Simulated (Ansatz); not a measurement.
**Structure types of Mg compared at -0.86 GPa**

Structure types of Mg are relaxed in primitive cells with their symmetry kept at -0.86 GPa, first on PAW files, then by LAPW. The enthalpy is E + pV at zero temperature, without zero-point motion. Only the types listed were tried, and differences under about 5 meV/atom are mesh noise.

Level of theory: DFT with PBEsol, scalar-relativistic, in Ansatz 0.2.0; Fermi–Dirac smearing of 0.05 eV, no spin polarisation. LAPW: all electrons, basis error target 0.5 meV/atom; PAW: frozen-core files, cutoff 420 eV.

k meshes: fcc 15×15×15, bcc 15×15×15, hcp 14×14×8, omega 7×7×10, diamond 11×11×11, simple hexagonal 14×14×13.

The PAW files were made under PBE.

Question: Which type is lowest in enthalpy, and by how much?

Answer: hcp, 16 meV/atom below fcc. The whole table:

```tsv
start type	ends as	a, b, c (Å)	V (Å³/atom)	H − H(lowest), LAPW (meV/atom)	same, PAW
fcc	fcc, Fm-3m	4.530, 4.530, 4.530	23.24	15.7	15.7
bcc	bcc, Im-3m	3.584, 3.584, 3.584	23.02	29.1	29.1
hcp	hcp, P6_3/mmc	3.196, 3.196, 5.216	23.06	0.0	0.0
omega	omega, P6/mmm	5.107, 5.107, 3.113	23.43	57.3	57.2
diamond	diamond, Fd-3m	6.967, 6.967, 6.967	42.27	735.9	734.9
simple hexagonal	simple hexagonal, P6/mmm	3.096, 3.096, 3.126	25.95	226.8	226.5
```
